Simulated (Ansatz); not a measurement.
A relaxed cell of Ga₄As₃N is given with its symmetry left out. The cell was found from a structure generator's guess, not taken from experiment.

All numbers below come from Ansatz 0.2.0, DFT PBE, scalar-relativistic, plane waves, PAW. Cutoff 420 eV, Γ-centred mesh, Gaussian smearing, no spin polarisation.

```
Ga As N
1.0
     5.19508    0.00000    0.00000
     0.00000    5.19508    0.00000
     0.00000    0.00000    5.19508
Ga As N
4 3 1
Direct
  0.50000 0.50000 0.50000
  0.00000 0.50000 0.00000
  0.50000 0.00000 0.00000
  0.00000 0.00000 0.50000
  0.50000 0.00000 0.50000
  0.00000 0.50000 0.50000
  0.50000 0.50000 0.00000
  0.00000 0.00000 0.00000
```

Energies over the elements count from the elements' standard structures at the same level (N₂ as a molecule), with no fitted energy shifts.

Q: What space group does it have?

A: Pm-3m (No. 221), with As and N ordered on rock salt sites. Conventional cell: a = 5.195 Å. Ga on a site of symmetry m-3m is surrounded by 6 As at 2.60 Å; Ga on a site of symmetry 4/mmm has 2 N at 2.60 Å and 4 As at 2.60 Å; As is surrounded by 6 Ga at 2.60 Å; N is surrounded by 6 Ga at 2.60 Å.

Q: What is its formation energy per atom?

A: +0.32 eV/atom. A positive value: parting into the elements would lower its energy.

Q: Is it a metal?

A: Yes, bands cross the Fermi level on the 8×8×8 mesh.

The last run used an 8×8×8 mesh for its 8-atom cell and Gaussian smearing of 0.10 eV. The reference form of As is held partly by dispersion forces, which this level lacks. A structure relaxed within its symmetry needn't be a true minimum. Another cell of Ga4As3N relaxed alike, in I4/mmm, lies 189 meV/atom lower, so this cell isn't the stable form at this level.
